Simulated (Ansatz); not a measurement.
CdSiN2 in space group R-3m (No. 166; Cd on 3a, Si on 3b, N on 6c), r²SCAN in the plane-wave PAW code Ansatz. The conduction-band minimum lies at Γ, with 1 equivalent valley. Second derivatives d²E/dk² of the lowest band at one valley (eV·Å²), along Cartesian directions:

```tsv
direction	d²E/dk²
[100]	23.39
[010]	23.39
[001]	54.14
[110]	23.39
[101]	38.79
[011]	38.79
```

Task: Find the principal effective masses, the density-of-states mass and the conductivity mass.

Result: Off-diagonal terms follow from H_xy = H[110] − (H_xx + H_yy)/2, and m*/mₑ = 7.620 eV·Å² over each eigenvalue: 0.14, 0.33, 0.33. One valley's DOS mass (m₁m₂m₃)^(1/3) = 0.25, conductivity mass 3/(Σ 1/mᵢ) = 0.23 mₑ.

Task: What effective density of states Nc follows at 300 K for parabolic valleys?

Result: Nc = 2.509e19 × 1 × (0.25)^(3/2) ≈ 3.1e18 cm⁻³.

The start of the workflow was typed in or built on a structure type; neither database checked (COD, Materials Project) lists it. Whether it is the stable phase at ambient conditions was not checked. Symmetry was held in the r²SCAN relaxation; its stability against distortions is not shown here. Spin–orbit coupling is left out wherever it is not named.

Potentials: the earlier of the program's two PAW sets.

Edges and masses are those of Kohn–Sham bands, whose gap is no quasiparticle gap.
